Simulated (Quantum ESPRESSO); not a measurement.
**Kohn-Sham bands of RbCl (rock salt)**

```xyz
2
Lattice="0.0000 3.3087 3.3087 3.3087 0.0000 3.3087 3.3087 3.3087 0.0000" Properties=species:S:1:pos:R:3 pbc="T T T"
Rb     0.0000     0.0000     0.0000
Cl     3.3087     3.3087     3.3087
```

Structure: Materials Project mp-23295, symmetrised, not relaxed again. COD (Crystallography Open Database) has the formula in 2 space groups, this one among them (matched by group alone). Computed values, not measurements, from PBEsol: Quantum ESPRESSO (norm-conserving PseudoDojo potentials, cutoff 47 Ry, no spin polarisation, no spin-orbit coupling) on a Γ-centred 8×8×8 mesh, then Wannier90. Density: 8×8×8 mesh, cold smearing 0.01 Ry.

### Question
List the Kohn-Sham levels between −8 and 7.8 eV relative to the valence-band maximum at the high-symmetry points, as a band run of pw.x on that density gives them (levels within 2 meV counted together).

### Answer
| point | k (reciprocal lattice) | levels (eV) |
|---|---|---|
| Γ | 0.000 0.000 0.000 | -7.98 (×3), 0.00 (×3), 4.80 |
| X | 0.500 0.000 0.500 | -0.33, -0.11 (×2), 6.10 |
| U | 0.625 0.250 0.625 | -0.40, -0.29, -0.22, 6.82 |
| K | 0.375 0.375 0.750 | -0.40, -0.29, -0.22, 6.82 |
| L | 0.500 0.500 0.500 | -7.99 (×2), -7.95, -0.86, -0.33 (×2), 7.54 |
| W | 0.500 0.250 0.750 | -7.97, -0.44, -0.24 (×2), 7.53 (×2) |
